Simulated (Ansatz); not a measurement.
Given:

Starting cell, AlRu (CsCl type):

```
CELL_PARAMETERS angstrom
      6.00740     0.00000     0.00000
      0.00000     3.00370     0.00000
      0.00000     0.00000     3.00370
ATOMIC_POSITIONS crystal
  Al 0.00000 0.00000 0.00000
  Al 0.50000 0.00000 0.00000
  Ru 0.25000 0.50000 0.50000
  Ru 0.75000 0.50000 0.50000
```

Two-dimensional scan of atom 4 (Ru, nearest neighbour Al at 2.601 Å; its periodic images, 3.0 Å or more away, move with it): u runs along (0.707, 0.707, 0.000), v along (0.000, 0.000, 1.000) (Cartesian). Cell and other atoms are fixed.

Computed with PBE (plane waves to 420 eV, PAW, scalar-relativistic; Ansatz, an electronic-structure program). k mesh 6×12×12 (Γ-centred), Fermi-Dirac smearing 0.05 eV. E stands for the smeared free energy. With partly filled bands, energies and forces of such displacements shift with the k mesh and the smearing. AlRu is run without spin polarisation. AlRu was relaxed with its symmetry unable to fall. The zero of ΔE is the undisplaced structure. Axes are in Å.

The scan covers u from -0.390 to 0.390 Å in 5 points and v from -0.390 to 0.390 Å in 5 points.

### Question
In which direction of the plane is the atom held most weakly?

### Answer
Along v.

### Question
What are the two principal curvatures of the energy at the centre?

### Answer
8.4 and 10.2 eV/Å².

(A displaced cell: forces are minus the slopes of the energy, force constants its curvatures, and phonons follow from these.)
